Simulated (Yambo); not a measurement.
Rb2RhAgF6 (space group Fm-3m, No. 225), G0W0@LDA in Yambo; all else as in the reference (2×2×2 Γ-centred k mesh, bands 9 to 335 and a 8 Ry block in the screening, 335 bands in G with the Bruneval-Gonze terminator, plasmon pole fitted at 27.2 eV). One parameter is varied: the cutoff of the exchange sum, over 5, 10, 20, 40, 88 Ry.

### Question
From which value on does the gap X → X stay within 0.05 eV of the largest setting?

### Answer
From 40 Ry on.
| cutoff of the exchange sum (Ry) | G0W0 gap (eV) | valence shift (eV) |
|---|---|---|
| 5 | 2.78 | 4.04 |
| 10 | 3.12 | 1.72 |
| 20 | 3.32 | -0.14 |
| 40 | 3.40 | -0.82 |
| 88 | 3.42 | -0.91 |
The last step of the sweep still moves the gap by 20 meV; the other settings are held fixed.

Spin-orbit coupling is not included.

Geometry of the Materials Project entry, not relaxed at this level; primitive cell a = b = c = 6.2540 Å, α = β = γ = 60.00°.

The structure is a Materials Project entry; no match was found in the copy of COD used, and its stability was not checked.

A shift is the quasiparticle energy of the state minus its LDA energy.
